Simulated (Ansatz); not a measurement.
Problem. Name crystals whose computed values (the program Ansatz at the r²SCAN level (PAW)) fall in these windows: Θ_D (K) 230 to 290; B₀ by P(V) fit (GPa) 50 to 63; gap (eV) 0.070 to 0.099.

Solution. 

```csv
crystal,Θ_D (K),B₀ by P(V) fit (GPa),gap (eV)
"InAs, zinc blende",248,57.2,0.08
```
Others may fit too.

The cell was relaxed under the symmetry of its start. Spin–orbit coupling is left out wherever it is not named.

Potentials: the earlier of the program's two PAW sets.
